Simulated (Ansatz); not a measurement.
TaGa3 in space group I4/mmm (No. 139; Ta on 2a, Ga on 2b, Ga on 4d), a = 3.7889 Å, b = 3.7889 Å, c = 8.6676 Å, α = 90.00°, β = 90.00°, γ = 90.00°; the cell used has 4 atoms.

Relaxed with r²SCAN.

Question: Which orbitals make up the states near the Fermi level in DFT-r²SCAN in the program Ansatz with PAW potentials?

Answer: Within 0.5 eV of the Fermi level: Ta 5d 59 %, Ga 4p 25 %, Ga 4s 10 %. Projections are on Löwdin-orthogonalised atomic valence shells; empty p or d shells of many metals are not among them.

Question: Tabulate the density of states.

Answer: States/eV per cell of 4 atoms, in 0.25 eV bins, energy from the Fermi level.

| E (eV) | total | Ta 5d | Ga 4p | Ga 4s |
|---|---|---|---|---|
| -7.85 | 0.78 | 0.12 | 0.33 | 0.29 |
| -7.60 | 0.81 | 0.13 | 0.35 | 0.29 |
| -7.35 | 0.84 | 0.13 | 0.36 | 0.30 |
| -7.10 | 0.93 | 0.14 | 0.39 | 0.34 |
| -6.85 | 1.30 | 0.20 | 0.49 | 0.53 |
| -6.60 | 1.23 | 0.22 | 0.44 | 0.49 |
| -6.35 | 1.11 | 0.22 | 0.40 | 0.43 |
| -6.10 | 1.01 | 0.22 | 0.36 | 0.38 |
| -5.85 | 0.98 | 0.22 | 0.37 | 0.33 |
| -5.60 | 0.96 | 0.22 | 0.39 | 0.30 |
| -5.35 | 0.85 | 0.18 | 0.36 | 0.25 |
| -5.10 | 0.95 | 0.19 | 0.45 | 0.26 |
| -4.85 | 1.37 | 0.29 | 0.66 | 0.34 |
| -4.60 | 1.60 | 0.38 | 0.88 | 0.24 |
| -4.35 | 1.33 | 0.35 | 0.69 | 0.21 |
| -4.10 | 1.35 | 0.37 | 0.71 | 0.21 |
| -3.85 | 1.41 | 0.41 | 0.73 | 0.20 |
| -3.60 | 1.37 | 0.42 | 0.71 | 0.17 |
| -3.35 | 2.03 | 0.61 | 1.16 | 0.18 |
| -3.10 | 2.59 | 0.94 | 1.38 | 0.18 |
| -2.85 | 2.90 | 1.26 | 1.40 | 0.16 |
| -2.60 | 2.72 | 1.16 | 1.34 | 0.14 |
| -2.35 | 2.25 | 1.00 | 1.06 | 0.12 |
| -2.10 | 2.25 | 1.10 | 0.98 | 0.10 |
| -1.85 | 2.34 | 1.34 | 0.85 | 0.08 |
| -1.60 | 1.70 | 1.02 | 0.56 | 0.07 |
| -1.35 | 1.20 | 0.74 | 0.38 | 0.05 |
| -1.10 | 1.00 | 0.65 | 0.30 | 0.03 |
| -0.85 | 0.90 | 0.61 | 0.24 | 0.02 |
| -0.60 | 0.80 | 0.58 | 0.19 | 0.01 |
| -0.35 | 0.65 | 0.49 | 0.13 | 0.01 |
| -0.10 | 0.58 | 0.45 | 0.09 | 0.02 |
| 0.15 | 0.68 | 0.40 | 0.16 | 0.07 |
| 0.40 | 1.33 | 0.55 | 0.41 | 0.25 |
| 0.65 | 2.67 | 1.10 | 0.83 | 0.52 |
| 0.90 | 1.90 | 0.82 | 0.59 | 0.32 |
| 1.15 | 2.21 | 1.09 | 0.67 | 0.28 |
| 1.40 | 2.09 | 1.13 | 0.56 | 0.22 |
| 1.65 | 3.33 | 1.90 | 0.76 | 0.36 |
| 1.90 | 3.51 | 1.70 | 1.00 | 0.54 |
| 2.15 | 2.61 | 1.15 | 0.77 | 0.48 |
| 2.40 | 2.14 | 0.80 | 0.64 | 0.49 |
| 2.65 | 1.95 | 0.72 | 0.56 | 0.46 |
| 2.90 | 1.78 | 0.65 | 0.52 | 0.43 |
| 3.15 | 2.11 | 0.77 | 0.64 | 0.46 |
| 3.40 | 2.42 | 0.89 | 0.75 | 0.55 |
| 3.65 | 1.96 | 0.72 | 0.60 | 0.43 |
| 3.90 | 1.88 | 0.61 | 0.60 | 0.39 |
| 4.15 | 1.63 | 0.47 | 0.57 | 0.30 |
| 4.40 | 1.70 | 0.46 | 0.68 | 0.24 |
| 4.65 | 2.02 | 0.52 | 0.91 | 0.24 |

The first step of the workflow began from a Materials Project structure, measured or hypothetical; the Crystallography Open Database files this formula in space group No. 139, but the cells were not matched. Whether it is the stable phase at ambient conditions was not checked. The r²SCAN relaxation kept the symmetry of its start; whether a distortion lowers the energy is not shown. No spin polarisation was allowed. Axis ratios of metals converge slowly with the k-mesh, so a and c are less sure than the volume. Scalar-relativistic: spin–orbit coupling is off unless named, which matters more the heavier the elements.

Potentials: the later of the program's two PAW sets.
